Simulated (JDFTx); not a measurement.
Mo(100) slab cut from bulk Mo (space group Im-3m, indices of the conventional cell, lattice of the Materials Project entry mp-129, not re-optimised): 6 atoms in 6 planes, a 1x1 cell of 10.03 Å² (|a| = 3.168, |b| = 3.168 Å), 7.5 Å between the outermost planes, cell height 23.9 Å, 8×8×1 k mesh, Fermi smearing 0.01 Ha, no spin polarisation.

All numbers are PBE, GBRV ultrasoft potentials, plane waves to 20/100 Ha results from JDFTx (a modified build), not measurements. Liquid: linear PCM (GLSSA13), water, 0.5 M NaCl; nuclei fixed. Potentials are counted from the potential of zero charge; σ repeats to about 1 %.

```tsv
U − U_pzc (V)	σ (μC/cm², per face)
-0.90	-19.70
-0.70	withheld
-0.59	-15.00
-0.15	-5.88
```

Q: Fit σ = C₀x + bx² (x = U − U_pzc) to the other rows by least squares, predict the withheld value, and compare with the run.

A: The fit gives C₀ (μF/cm²) = 35.4, b (μF/cm²/V) = 15.3, with a root-mean-square miss of 0.63 μC/cm² on its own rows. It predicts -17.3 μC/cm²; the run gives -16.8 μC/cm², a miss of 0.5 μC/cm².
